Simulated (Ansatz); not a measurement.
Crystals of one structure type (zinc blende) and one family of elements, relaxed and computed with LDA (plane waves, PAW; program Ansatz).

| crystal | gap (eV) | electron conductivity mass (mₑ) |
|---|---|---|
| CdSe | 0.40 | 0.040 |
| CdS | 0.95 | ? |
| ZnSe | 1.25 | 0.090 |
| ZnS | 2.13 | 0.17 |

**Question.** Fit a straight line to ln m* against ln E_g and predict the withheld value.

**Answer.** Least squares on the 3 shown rows: ln m* = 0.84 × ln E_g + (-2.484), with a scatter of 8 %. For CdS this gives 0.080. The run itself gave 0.11, outside the scatter: the line misses something about this case.

All cells were relaxed under the symmetry of their starts (and spin orders); stability against distortions was not tested throughout. Spin–orbit coupling is left out wherever it is not named.

Potentials: the later of the program's two PAW sets.
